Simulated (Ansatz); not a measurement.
CaSeO3 — ⁴³Ca NMR of the central transition

Cell: a computed structure from the Materials Project (it need not be an observed phase), atoms as given.

Space group Pnma (No. 62); a = 6.4288, b = 8.3421, c = 5.3883 Å.

```
site  Wyckoff  site symmetry       x       y       z
  Ca       4b             -1  0.5000  0.0000  0.0000
  Se       4c            .m.  0.0268  0.7500  0.0167
  O9       4c            .m.  0.4206  0.2500  0.2051
 O10       8d              1  0.1714  0.5921  0.1277
```

One atom of each set is listed.

All values are calculated (Ansatz; DFT, PBE, plane waves and PAW, scalar-relativistic, 420 eV cutoff, Γ-centred 4×3×4 k-points, Fermi–Dirac smearing 0.02 eV), not measured.

⁴³Ca has I = 7/2 and Q = -40.80 mb (Pyykkö 2018); at 23.5 T its Larmor frequency is ν₀ = 67.4 MHz. Only the quadrupole interaction is simulated: positions count from each site's isotropic chemical shift, and J coupling is left out, as are shift anisotropy and dipolar coupling, which fast spinning averages.

Problem. What does the ⁴³Ca spectrum (fast magic-angle spinning) show for each site?

Solution. 

| site | first shell | C_Q (MHz) | η | P_Q (MHz) | δ_QIS (ppm) | breadth (kHz) |
| --- | --- | --- | --- | --- | --- | --- |
| Ca | 6 O at 2.35–2.41 Å | 1.34 | 0.47 | 1.39 | -1.08 | 0.169 |

δ_QIS = −(ν_Q²/30ν₀²)[I(I+1) − 3/4](1 + η²/3) × 10⁶ ppm with ν_Q = 3|C_Q|/[2I(2I−1)]; it falls as 1/B₀² in ppm, and the breadth as 1/B₀ in kHz.

The largest force is 0.5 eV/Å, so the atoms aren't at the calculated equilibrium and relaxing them would move these values.

The run took 64 s of wall time (64 s of CPU time) and 0.79 GiB at its peak, on 1 thread of Arm Neoverse V1 (aarch64; 8 cores open to the job, memory cap 2.5 GiB, no GPU), a shared host with a load of 0.5 a core.
